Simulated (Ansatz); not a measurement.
Given:

AgW:
```cif
data_AgW
_chemical_formula_sum 'Ag1 W1'
_space_group_name_H-M_alt 'P 1'
_space_group_IT_number 1
_cell_length_a 3.72408
_cell_length_b 3.72408
_cell_length_c 3.72408
_cell_angle_alpha 60.000
_cell_angle_beta 60.000
_cell_angle_gamma 60.000
loop_
_space_group_symop_operation_xyz
  'x, y, z'
loop_
_atom_site_label
_atom_site_type_symbol
_atom_site_fract_x
_atom_site_fract_y
_atom_site_fract_z
_atom_site_occupancy
Ag1 Ag 0.00000 0.00000 0.00000 1
W1 W 0.50000 0.50000 0.50000 1
```

This is the PBEsol-relaxed structure.

All from PBEsol in the plane-wave PAW code Ansatz, unless another level is named. Give the bulk modulus (Birch–Murnaghan fit).

173 GPa.

What about the highest zone-centre frequency?

4.54 THz.

Give the elastic constants (relaxed ions, GPa).

C11 = 406, C12 = 57.7, C44 = -18.9.

Space group Fm-3m (rock salt). The start of the workflow was typed in or built on a structure type; neither database checked (COD, Materials Project) lists it. Whether it is the stable phase at ambient conditions was not checked. Symmetry was held in the PBEsol relaxation. At this level the phase is mechanically unstable. No spin polarisation was allowed. Its formation energy is positive at this level, so the cell may be metastable or incomplete. As this level gives no gap, shear constants depend on the k-mesh and smearing (Fermi–Dirac, 0.1 eV here). As this level gives no gap, phonon frequencies hold no LO–TO term and depend on the k-mesh and smearing (Fermi–Dirac, 0.1 eV here). Scalar-relativistic: spin–orbit coupling is off unless named, which matters more the heavier the elements.

Potentials: the earlier of the program's two PAW sets. The files were generated under PBE; for other functionals the program regenerates the frozen cores, and for LDA and PBEsol the local potential too.
